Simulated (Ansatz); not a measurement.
Notes on CdCu₂GeSe₄

```yaml
crystal:
  lattice:
    - [-0.01088, 5.62573, -0.02214]
    - [5.53739, -0.01088, 0.05253]
    - [2.71275, 2.82871, -5.42715]
  atoms:
    - { symbol: Ge, position: [0.45708, 0.49893, 0.02823] }
    - { symbol: Cu, position: [0.23114, 0.75063, 0.51275] }
    - { symbol: Cu, position: [0.73306, 0.25964, 0.47851] }
    - { symbol: Se, position: [0.39519, 0.40188, 0.73060] }
    - { symbol: Se, position: [0.60043, 0.13310, 0.29057] }
    - { symbol: Se, position: [0.92367, 0.87681, 0.72576] }
    - { symbol: Se, position: [0.14884, 0.61026, 0.27617] }
    - { symbol: Cd, position: [0.02529, 0.99296, 0.01314] }
```

Single point in Ansatz 0.2.0 with r2SCAN, spin-orbit coupling. Cutoff 500 eV, PAW datasets, 4×4×4 (shifted by 0.5, 0, 0.5 steps) k mesh, gaussian filling (width 0.0137 eV).

The state carries no moments; the state need not be the lowest.

**Question.** What is the band gap?

**Answer.** The gap on the k mesh is 0.64 eV; the mesh may miss the band edges, so the true gap of this level can be smaller.

**Question.** What is the character of the valence top and the conduction bottom?

**Answer.** Within 0.7 eV of the edges, the states project mainly on Se p (59 %) and Cu d (34 %) below the gap and on Se p (53 %) and Ge s (23 %) above it.

**Question.** Give the Bader charges.

**Answer.** Bader charges in e: Cd +0.76, Cu +0.38, Ge +0.91, Se -0.62 to -0.58. In the mean Ge gives up most and Se takes most.

**Question.** Is the cell too large or too small?

**Answer.** The pressure is 12.0 GPa (compression positive), so with the atoms held at these fractions the cell would first expand; the forces are large, so a full relaxation may end otherwise. The principal stresses 4.2, 10.3, 21.5 GPa differ, so its shape would change too.

Origin: a strained cell with displaced atoms, so it need not be a known compound. Caveats: an odd or shifted mesh can miss the band edges, so this level's true gap may be smaller; atoms or cell far from equilibrium.
